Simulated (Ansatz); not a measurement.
Te2Mo in space group P2_1/m (No. 11; Pearson symbol mP12), DFT-LDA in the program Ansatz with PAW potentials, all energies at zero smearing, with the estimated change up to a 700 eV cutoff added, with one set of potentials and settings (totals compare only within such a set). Cell of 12 atoms (8 Te, 4 Mo): -73993.015 eV.

```json
[
 {"element": "Te", "reference phase": "P3_121, 3 atoms in the cell", "E (eV/atom)": "-6827.2741"},
 {"element": "Mo", "reference phase": "Im-3m, 1 atoms in the cell", "E (eV/atom)": "-4842.8866"}
]
```

Formation energy per atom, worked out: (-73993.015 − 8×(-6827.2741) − 4×(-4842.8866))/12 = -0.273 eV/atom (-26 kJ per mol of atoms), at 0 K, without zero-point energy or fitted corrections.

The workflow started from an entry of the Crystallography Open Database (COD), which files this formula under 2 space groups. It is not the phase usual at ambient conditions (space group No. 194). The LDA relaxation kept the symmetry of its start; its stability against distortions is not shown here. No spin polarisation was allowed. A crystal of weakly bound layers computed without a dispersion correction: the cell and the soft elastic constants depend strongly on that. The references are the lowest solids computed at this level, not always the standard phases. Spin–orbit coupling is left out wherever it is not named.

Potentials: the earlier of the program's two PAW sets.
